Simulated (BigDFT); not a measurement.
Worked example: self-consistent single point of PtS2 (P-3m1, 12 atoms in the cell; from Materials Project mp-762, changed as shown) in BigDFT.

All values come from this method and carry its errors: BigDFT with PBE, Daubechies wavelet basis, HGH (Krack) norm-conserving potentials made for PBE, periodic boundary conditions.

The change in words: lattice scaled by 1.02. Reference geometry (P-3m1):
```yaml
crystal:
  lattice:
    - [7.09748, 0.00000, 0.00000]
    - [0.00000, 6.14660, 0.00000]
    - [0.00000, 0.00000, 5.59707]
  atoms:
    - { symbol: Pt, position: [0.00000, 0.00000, 0.00000] }
    - { symbol: Pt, position: [0.50000, 0.00000, 0.00000] }
    - { symbol: Pt, position: [0.25000, 0.50000, 0.00000] }
    - { symbol: Pt, position: [0.75000, 0.50000, 0.00000] }
    - { symbol: S, position: [0.25000, 0.16667, 0.77966] }
    - { symbol: S, position: [0.75000, 0.16667, 0.77966] }
    - { symbol: S, position: [0.00000, 0.33333, 0.22034] }
    - { symbol: S, position: [0.50000, 0.33333, 0.22034] }
    - { symbol: S, position: [0.00000, 0.66667, 0.77966] }
    - { symbol: S, position: [0.50000, 0.66667, 0.77966] }
    - { symbol: S, position: [0.25000, 0.83333, 0.22034] }
    - { symbol: S, position: [0.75000, 0.83333, 0.22034] }
```

Reference input (self-consistent single point, DFT, PBE, Daubechies wavelet basis, HGH (Krack) norm-conserving potentials made for PBE, periodic boundary conditions): basis = Daubechies wavelets; dft.hgrids = 0.434 bohr; dft.rmult = 8 9; dft.ixc = PBE; potentials = built-in HGH-K PBE; boundary_conditions = periodic; dft.gnrm_cv = 1e-05; dft.itermax = 80; dft.idsx = 6; dft.nrepmax = 3; dft.norbv = 8; dft.nvirt = 4. This run's input differs from it in these lines:

```diff
@@ -15,16 +15,16 @@
   units: angstroem
-  cell: [7.097480000, 6.146598000, 5.597070000]
+  cell: [7.239430000, 6.269530000, 5.709011000]
   positions:
   - Pt: [0.000000000, 0.000000000, 0.000000000]
-  - Pt: [3.548740000, 0.000000000, 0.000000000]
-  - Pt: [1.774370000, 3.073299000, 0.000000000]
-  - Pt: [5.323110000, 3.073299000, 0.000000000]
-  - S: [1.774370000, 1.024435049, 4.363811596]
-  - S: [5.323110000, 1.024435049, 4.363811596]
-  - S: [0.000000000, 2.048863951, 1.233258404]
-  - S: [3.548740000, 2.048863951, 1.233258404]
-  - S: [0.000000000, 4.097734049, 4.363811596]
-  - S: [3.548740000, 4.097734049, 4.363811596]
-  - S: [1.774370000, 5.122162951, 1.233258404]
-  - S: [5.323110000, 5.122162951, 1.233258404]
+  - Pt: [3.619715000, 0.000000000, 0.000000000]
+  - Pt: [1.809857500, 3.134765000, 0.000000000]
+  - Pt: [5.429572500, 3.134765000, 0.000000000]
+  - S: [1.809857500, 1.044923757, 4.451087516]
+  - S: [5.429572500, 1.044923757, 4.451087516]
+  - S: [0.000000000, 2.089841243, 1.257923484]
+  - S: [3.619715000, 2.089841243, 1.257923484]
+  - S: [0.000000000, 4.179688757, 4.451087516]
+  - S: [3.619715000, 4.179688757, 4.451087516]
+  - S: [1.809857500, 5.224606243, 1.257923484]
+  - S: [5.429572500, 5.224606243, 1.257923484]
```

Log, with long lists cut:

```
  #------------------------------------------------------------------- Self-Consistent Cycle
 Ground State Optimization:
 - Hamiltonian Optimization: &itrp001
   - Subspace Optimization: &itrep001-01
       Wavefunctions Iterations:
 iter:  1, EKS: -1.85890962870349654E+02, gnrm:  1.59E-01, D:  9.15E-01,
 iter:  2, EKS: -1.86440281132535290E+02, gnrm:  1.71E-01, D: -5.49E-01,
 iter:  3, EKS: -1.86693428139118168E+02, gnrm:  1.16E-01, D: -2.53E-01,
 iter:  4, EKS: -1.86874060912291100E+02, gnrm:  3.57E-02, D: -1.81E-01,
 iter:  5, EKS: -1.86907156668427945E+02, gnrm:  2.91E-02, D: -3.31E-02,
   [... lines left out ...]
 iter:  39, EKS: -1.86946566440802712E+02, gnrm:  1.78E-05, D: -1.93E-08,
 iter:  40, EKS: -1.86946566453426129E+02, gnrm:  1.43E-05, D: -1.26E-08,
 iter:  41, EKS: -1.86946566464707132E+02, gnrm:  1.24E-05, D: -1.13E-08,
 iter:  42, EKS: -1.86946566475710028E+02, gnrm:  1.13E-05, D: -1.10E-08,
 iter:  43, EKS: -1.86946566484702515E+02, gnrm:  1.04E-05, D: -8.99E-09,
 iter:  44, EKS: -1.86946566490532888E+02, gnrm:  1.02E-05, D: -5.83E-09,
 iter:  45, EKS: -1.86946566493208707E+02, gnrm:  7.57E-06, D: -2.68E-09,
       -  &FINAL001  { #---------------------------------------------------------- iter: 46
 iter:  46, EKS: -1.86946566497071842E+02, gnrm:  7.57E-06, D: -3.86E-09,  #FINAL
        #Eigenvalues and New Occupation Numbers
       Orbitals: [
   [... 23 lines left out ...]
 # [... 10 lines left out ...]
 Last Iteration                        : *FINAL001
  #---------------------------------------------------------------------- Forces Calculation
 Total electronic charge               :  87.999999989397
 Stress Tensor calculated              :  Yes
 Stress Tensor:
   Pressure:
     Ha/Bohr^3                         :  1.17961939678474E-04
     GPa                               :  3.47056
     PV (Ha)                           :  0.20627127071681
  #---------------------------------- Iterative subspace diagonalization of virtual orbitals
 Generation of input wavefunction data for atom: Pt
 Electronic configuration: {
   [... lines left out ...]
  #WARNING: No convergence within the allowed number of minimization steps
  #-------------------------------- Warnings obtained during the run, check their relevance!
 WARNINGS:
 BigDFT infocode                       :  0
   [... lines left out ...]
 -  {S: [ 8.487208091677E-24, -2.045963806224E-03,  2.550021156742E-02]} # 0009
 -  {S: [ 8.487208091677E-24, -2.045963806224E-03,  2.550021156742E-02]} # 0010
 -  {S: [-5.658138727784E-24,  2.045963806224E-03, -2.550021156742E-02]} # 0011
 -  {S: [ 5.658138727784E-24,  2.045963806224E-03, -2.550021156742E-02]} # 0012
 Energy (Hartree)                      : -1.86946566497071842E+02
 Force Norm (Hartree/Bohr)             :  7.23572668294943794E-02
```

The run converged in 46 iterations. BigDFT prints the pressure with tension positive. Against the reference run the free energy rises by 2.1 meV/atom, the pressure goes from 3.32 to -3.47 GPa and the largest force goes from 0.675 to 1.315 eV/Å.

Spin-orbit coupling is left out, which matters for bands and gaps with elements this heavy. The grid can part forces that symmetry would make equal. The structure comes from a collection of computed structures, made at another level of theory; the collection holds predicted forms beside known ones. With one or two k-points the zone of this small cell is coarsely sampled: energies, forces and stress carry that error and can break the symmetry, so a converged loop does not mean converged values.

These are the values that this program gave, and no reference: the built-in potentials of some of these elements keep semicore shells in the core, which can shift energies, forces and lattice constants.

Cost on one core: very roughly 6 core-minutes.
